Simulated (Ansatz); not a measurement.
MgO:
```cif
data_Mg4O4
_chemical_formula_sum 'Mg4 O4'
_space_group_name_H-M_alt 'Fm-3m'
_space_group_IT_number 225
_space_group_name_Hall '-F 4 2 3'
_cell_length_a 4.21421
_cell_length_b 4.21421
_cell_length_c 4.21421
_cell_angle_alpha 90.000
_cell_angle_beta 90.000
_cell_angle_gamma 90.000
loop_
_atom_site_label
_atom_site_type_symbol
_atom_site_symmetry_multiplicity
_atom_site_Wyckoff_symbol
_atom_site_fract_x
_atom_site_fract_y
_atom_site_fract_z
_atom_site_occupancy
Mg1 Mg 4 b 0.50000 0.50000 0.50000 1
O1 O 4 a 0.00000 0.00000 0.00000 1
```
(The calculation used a cell of 2 atoms; values per cell refer to that cell.)

Relaxed with PBEsol. 

Q: HSE06 on this cell (Ansatz, a first-principles code, PAW) gives a gap of 6.47 eV. What does PBEsol give?

A: 4.62 eV.

Cost on shared cores: the PBEsol run (SCF on a 11×11×11 mesh, then bands and DOS) around 4 core-seconds (rough), the HSE06 run (SCF on 8×8×8, then a few points) roughly 30 core-seconds; the tasks are unlike.

The cell was relaxed with PBEsol under the symmetry of its start; phonons on a q-mesh show no instability. The volume moved by -33 % from the start of the relaxation.

Potentials: the later of the program's two PAW sets.

Ansatz is a plane-wave DFT program.
